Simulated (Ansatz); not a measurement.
The relaxed structure here is a generated cell of SrTiO3: the first start was made by placing the elements on the sites of a structure type, and the end was not matched to a known phase here, so it may be hypothetical. Known forms of SrTiO3 include space group No. 221.

A relaxed structure of SrTiO3. Computed with PBE (plane waves to 420 eV, PAW, scalar-relativistic; Ansatz, an electronic-structure program).

```
CELL_PARAMETERS angstrom
      2.78406     1.60738     4.53693
     -2.78406     1.60738     4.53693
      0.00000    -3.21475     4.53693
ATOMIC_POSITIONS crystal
  Sr 0.25000 0.25000 0.25000
  Sr 0.75000 0.75000 0.75000
  Ti 0.00000 0.00000 0.00000
  Ti 0.50000 0.50000 0.50000
  O  0.77424 0.72576 0.25000
  O  0.25000 0.77424 0.72576
  O  0.72576 0.25000 0.77424
  O  0.22576 0.27424 0.75000
  O  0.75000 0.22576 0.27424
  O  0.27424 0.75000 0.22576
```

Question: Determine the symmetry and give the standard cell with its independent sites.

Answer: Space group R-3c, hexagonal axes (No. 167); a = b = 5.568 Å, c = 13.611 Å, α = β = 90.00°, γ = 120.00°

```tsv
atom	site	symmetry	x	y	z
Sr	6a	32	0.0000	0.0000	0.2500
Ti	6b	-3.	0.0000	0.0000	0.0000
O	18e	.2	0.4758	0.4758	0.2500
```

This is the AFLOW prototype ABC3_hR10_167_a_b_e (as in LiNbO3).

Question: Give the shortest distances between elements (the closest pairs, up to four, under 3.6 Å).

Answer: O–Ti 1.97 Å; O–Sr 2.65 Å; O–O 2.78 Å; Sr–Ti 3.40 Å.

```json
{
 "volume_per_atom": "12.18 Å³",
 "band_gap": "1.95 eV, direct (no spin-orbit coupling)"
}
```

No spin polarisation in the result.

The run could not lose the symmetry of its start, so the end can be a saddle point.
